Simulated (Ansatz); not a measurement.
CsI (CsCl type)

```
CELL_PARAMETERS angstrom
      4.66692     0.00000     0.00000
      0.00000     4.66692     0.00000
      0.00000     0.00000     4.66692
ATOMIC_POSITIONS crystal
  Cs 0.00000 0.00000 0.00000
  I  0.50000 0.50000 0.50000
```

This relaxed cell (volume V₀) is scaled evenly in all directions, its shape held. Symmetry pins the atoms to their sites.

These are PBE (plane waves to 420 eV, PAW, scalar-relativistic; Ansatz, a quantum-chemistry and plane-wave program) values and carry that method's errors. k mesh 7×7×7 (Γ-centred), Fermi-Dirac smearing 0.05 eV. E stands for the smeared free energy. Compression counts positive. CsI was relaxed with its symmetry unable to fall. Spin-orbit coupling is left out, though I is heavy. ΔE is measured from the relaxed starting cell.

| V (Å³/atom) | ΔE (meV/atom) |
|---|---|
| 45.741 | withheld |
| 47.011 | 10.2 |
| 48.282 | 4.3 |
| 49.552 | 1.0 |
| 50.823 | 0.0 |
| 52.094 | 1.0 |
| 53.364 | 3.6 |
| 54.635 | 7.7 |
| 55.905 | 13.0 |

Question: Fit a third-order Birch-Murnaghan form (E₀, V₀, B₀, B₀′ free) to the given rows and predict ΔE at V = 45.741.

Answer: Least squares on the 8 given rows: ΔE = E₀ + (9V₀B₀/16)·y²·[2 + (B₀′ − 4)y], y = (V₀/V)^(2/3) − 1, with V₀ = 50.802 Å³/atom, B₀ = 9.860 GPa (160.2 GPa = 1 eV/Å³; the term in eV is multiplied by 1000), B₀′ = 5.09, E₀ = 0.02 meV/atom; root-mean-square residual 0.01 meV/atom. At 45.741 the fit gives 19.2 meV/atom; the calculation gives 19.2 meV/atom, the same to the digits shown. For the pressure the fit gives 1.35 GPa against the computed 1.35 GPa.

(Under strain, the slope of the energy per volume gives the stress and its curvature an elastic modulus.)
